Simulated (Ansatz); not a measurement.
## MnZn₃ (Pm-3m): the held moment from field and pressure

```
CELL_PARAMETERS angstrom
3.86000 0.00000 0.00000
0.00000 3.86000 0.00000
0.00000 0.00000 3.86000
ATOMIC_POSITIONS crystal
Mn 0.00000 0.00000 0.00000
Zn 0.00000 0.50000 0.50000
Zn 0.50000 0.00000 0.50000
Zn 0.50000 0.50000 0.00000
```

Geometry: a structure as deposited in COD; nothing is relaxed.

Settings: PBEsol, 7×7×7 k mesh, Fermi–Dirac smearing of 0.03 eV. PAW means Ansatz 0.2.0 on its default frozen-core files. Site moments are integrated in spheres about the atoms. Start moments (μB): Mn1 4.

The free run ends with 2.93 μB per cell. Further runs hold the cell's moment M by two Fermi levels; B is half their difference over μB, positive where the field raises M. Some of them:

```json
{"M (μB/cell)": "0.73", "B (T)": "-6587", "ΔF over the free run (meV/cell)": "440.2", "pressure (GPa)": "-14.4"}
{"M (μB/cell)": "1.47", "B (T)": "-3934", "ΔF over the free run (meV/cell)": "216.1", "pressure (GPa)": "-13.0"}
{"M (μB/cell)": "3.96", "B (T)": "7848", "ΔF over the free run (meV/cell)": "258.4", "pressure (GPa)": "-4.3"}
```

Task: Another run of the series gave B (T) = 3174, ΔF over the free run (meV/cell) = 30.5, pressure (GPa) = -7.2. Which moment was held?
A. 3.23
B. 2.05
C. 2.49
D. 3.52

Result: A. M (μB/cell) = 3.23.

Task: Another run of the series gave B (T) = -2944, ΔF over the free run (meV/cell) = 97.8, pressure (GPa) = -11.4. Which moment was held?
A. 2.49
B. 3.52
C. 2.05
D. 3.23

Result: C. M (μB/cell) = 2.05.

The whole series:

```csv
M (μB/cell),B (T),ΔF over the free run (meV/cell),pressure (GPa)
0.73,-6587,440.2,-14.4
1.47,-3934,216.1,-13.0
2.05,-2944,97.8,-11.4
2.49,-2065,37.0,-9.9
3.23,3174,30.5,-7.2
3.52,5620,97.6,-6.1
3.96,7848,258.4,-4.3
```

The PAW files were made with PBE; the program remakes their cores once for the run's functional and then keeps them frozen. The Ansatz runs typed with the search for lower states off end where their start leads. None of this fixes the real material's magnetic order: only patterns that fit the cell were computed, at zero temperature, with a functional that can overstate moments.
